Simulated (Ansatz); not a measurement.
A relaxed structure of HfO2. Method: PBE (plane waves to 420 eV, PAW, scalar-relativistic; Ansatz, a program for electronic structure).

```cif
data_Hf4O8
_chemical_formula_sum 'Hf4 O8'
_space_group_name_H-M_alt 'P 1'
_space_group_IT_number 1
_cell_length_a 5.16171
_cell_length_b 5.21252
_cell_length_c 5.35275
_cell_angle_alpha 90.000
_cell_angle_beta 99.657
_cell_angle_gamma 90.000
loop_
_space_group_symop_operation_xyz
  'x, y, z'
loop_
_atom_site_label
_atom_site_type_symbol
_atom_site_fract_x
_atom_site_fract_y
_atom_site_fract_z
_atom_site_occupancy
Hf1 Hf 0.27575 0.04288 0.20838 1
Hf2 Hf 0.72425 0.54288 0.29162 1
Hf3 Hf 0.72425 0.95712 0.79162 1
Hf4 Hf 0.27575 0.45712 0.70838 1
O1 O 0.06713 0.32863 0.34846 1
O2 O 0.93287 0.82863 0.15154 1
O3 O 0.93287 0.67137 0.65154 1
O4 O 0.06713 0.17137 0.84846 1
O5 O 0.44917 0.75720 0.47665 1
O6 O 0.55083 0.25720 0.02335 1
O7 O 0.55083 0.24280 0.52335 1
O8 O 0.44917 0.74280 0.97665 1
```

Q: Find the space group and the Wyckoff positions (tolerance 0.01 Å).

A: Space group P2₁/c (No. 14); a = 5.1617 Å, b = 5.2125 Å, c = 5.3528 Å, α = 90.00°, β = 99.66°, γ = 90.00°

```json
[
 {"atom": "Hf", "site": "4e", "symmetry": "1", "x": "0.2758", "y": "0.0429", "z": "0.2084"},
 {"atom": "O", "site": "4e", "symmetry": "1", "x": "0.0671", "y": "0.3286", "z": "0.3485"},
 {"atom": "O", "site": "4e", "symmetry": "1", "x": "0.5508", "y": "0.2572", "z": "0.0233"}
]
```

This is the AFLOW prototype A2B_mP12_14_2e_e (C43, as in ZrO2).

Q: Give the shortest distances between elements (the closest pairs, up to four, under 3.6 Å).

A: Hf–O 2.05 Å; O–O 2.55 Å; Hf–Hf 3.34 Å.

```json
{
 "volume_per_atom": "11.83 Å³",
 "density": "9.85 g/cm³",
 "band_gap": "4.04 eV, indirect (valence top at Γ, conduction bottom at Y2) (no spin-orbit coupling)",
 "smallest_direct_gap": "4.13 eV at Y2"
}
```

No spin polarisation in the result.

The run could not lose the symmetry of its start.

The first start was generated by placing the elements on the sites of a structure type. A measured structure of HfO2 has the same space group, P2₁/c (No. 14); the sites were not compared with it.
